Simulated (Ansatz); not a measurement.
TiS2:
```cif
data_S2Ti
_chemical_formula_sum 'Ti1 S2'
_space_group_name_H-M_alt 'P-3m1'
_space_group_IT_number 164
_space_group_name_Hall '-P 3 2"'
_cell_length_a 3.35082
_cell_length_b 3.35082
_cell_length_c 5.63734
_cell_angle_alpha 90.000
_cell_angle_beta 90.000
_cell_angle_gamma 120.000
loop_
_atom_site_label
_atom_site_type_symbol
_atom_site_symmetry_multiplicity
_atom_site_Wyckoff_symbol
_atom_site_fract_x
_atom_site_fract_y
_atom_site_fract_z
_atom_site_occupancy
Ti1 Ti 1 a 0.00000 0.00000 0.00000 1
S1 S 2 d 0.66667 0.33333 0.25273 1
```

Relaxed with PBEsol.

Q: Which orbitals make up the states near the Fermi level in PBEsol (plane waves, PAW; program Ansatz)?

A: Within 0.5 eV of the Fermi level: Ti 3d 57 %, S 3p 38 %. Projections are on Löwdin-orthogonalised atomic valence shells; empty p or d shells of many metals are not among them.

Q: Tabulate the density of states.

A: States/eV per cell of 3 atoms, in 0.25 eV bins, energy from the Fermi level.

```tsv
E (eV)	total	S 3p	Ti 3d	S 3s
-7.85	0.00	0.00	0.00	0.00
-7.60	0.00	0.00	0.00	0.00
-7.35	0.00	0.00	0.00	0.00
-7.10	0.00	0.00	0.00	0.00
-6.85	0.00	0.00	0.00	0.00
-6.60	0.00	0.00	0.00	0.00
-6.35	0.00	0.00	0.00	0.00
-6.10	0.00	0.00	0.00	0.00
-5.85	0.00	0.00	0.00	0.00
-5.60	0.12	0.09	0.02	0.00
-5.35	1.07	0.74	0.19	0.02
-5.10	1.33	0.94	0.23	0.03
-4.85	1.90	1.38	0.34	0.04
-4.60	3.88	3.02	0.62	0.06
-4.35	2.51	1.93	0.42	0.05
-4.10	1.87	1.41	0.30	0.06
-3.85	1.39	1.01	0.22	0.07
-3.60	1.92	1.31	0.39	0.10
-3.35	2.01	1.41	0.46	0.05
-3.10	2.91	2.07	0.69	0.05
-2.85	5.30	3.53	1.57	0.09
-2.60	5.09	3.13	1.79	0.08
-2.35	2.63	1.90	0.57	0.09
-2.10	2.26	1.74	0.40	0.06
-1.85	2.34	1.84	0.38	0.06
-1.60	2.63	2.15	0.37	0.05
-1.35	2.72	2.25	0.37	0.04
-1.10	1.53	1.22	0.27	0.02
-0.85	0.99	0.77	0.19	0.01
-0.60	0.72	0.56	0.14	0.01
-0.35	0.49	0.39	0.09	0.00
-0.10	0.42	0.29	0.12	0.00
0.15	0.77	0.18	0.55	0.01
0.40	1.45	0.29	1.08	0.03
0.65	2.73	0.46	2.15	0.03
0.90	2.18	0.39	1.72	0.02
1.15	1.45	0.31	1.11	0.00
1.40	2.11	0.59	1.47	0.01
1.65	5.63	0.90	4.64	0.02
1.90	4.35	0.66	3.58	0.02
2.15	3.25	0.56	2.59	0.01
2.40	0.01	0.00	0.01	0.00
2.65	0.00	0.00	0.00	0.00
2.90	0.63	0.17	0.39	0.03
3.15	3.05	0.95	1.79	0.12
3.40	3.76	1.39	2.06	0.09
3.65	2.98	1.17	1.59	0.08
3.90	2.70	0.95	1.46	0.11
4.15	2.02	0.66	1.11	0.12
4.40	0.76	0.24	0.42	0.05
4.65	0.10	0.03	0.06	0.01
```

The cell was relaxed with PBEsol under the symmetry of its start; of distortions, only those at the zone centre were tested. The workflow began spin-polarised and lost its moments. A crystal of weakly bound layers computed without a dispersion correction: the cell and the soft elastic constants depend strongly on that.

Potentials: the later of the program's two PAW sets.
